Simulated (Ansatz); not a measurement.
**Notes on Tl3Cr4**

```
CELL_PARAMETERS angstrom
0.00000 3.85314 0.00000
7.16236 -1.92657 0.00000
2.13670 0.00000 -9.89096
ATOMIC_POSITIONS crystal
Cr 0.66200 0.32400 0.55600
Tl 0.82250 0.64500 0.65300
Cr 0.43700 0.87400 0.71750
Tl 0.36750 0.73500 0.98200
Cr 0.00450 0.00900 0.50050
Cr 0.56950 0.13900 0.28600
Tl 0.64500 0.29000 0.01400
Cr 0.35600 0.71200 0.44800
Tl 0.93700 0.87400 0.27550
Tl 0.19000 0.38000 0.35300
Tl 0.06600 0.13200 0.73750
Cr 0.00000 0.00000 0.00000
Cr 0.22600 0.45200 0.82700
Cr 0.78600 0.57200 0.16000
```

Level: r2SCAN, no spin polarisation; 500 eV; 6×6×3 Γ-centred mesh; fermi-dirac occupations (width 0.0786 eV); Ansatz 0.2.0, fixed geometry.

Q: Is the cell too large or too small?

A: The pressure is -8.2 GPa (compression positive), so with the atoms held at these fractions the cell would first shrink; the forces are large, so a full relaxation may end otherwise. The principal stresses -9.6, -9.5, -5.5 GPa differ, so its shape would change too.

Q: Describe some of the short contacts.

A: Tl–Cr at 2.62 Å: least valence density 0.36 e/Å³ and ELF 0.28 there. Cr–Cr at 2.90 Å: least valence density 0.23 e/Å³ and ELF 0.42 there. Both are smooth PAW fields, read partly inside the augmentation spheres.

Q: What happens at the Fermi level?

A: It is a metal, with about 26 states/eV a cell as the mean within 0.25 eV of the Fermi level, mostly Cr d (95 %).

Q: Is it stable against the elements?

A: 1.60 eV an atom against the elements' usual phases (free molecules for gases, crystals otherwise, with no correction for O₂ or N₂), so at this geometry it isn't bound against them. Relaxing would lower it.

Origin: a known structure type with other elements, at an estimated volume, so it need not be a known compound. Caveats: no spin polarisation, so a magnetic state may lie lower; atoms or cell far from equilibrium.
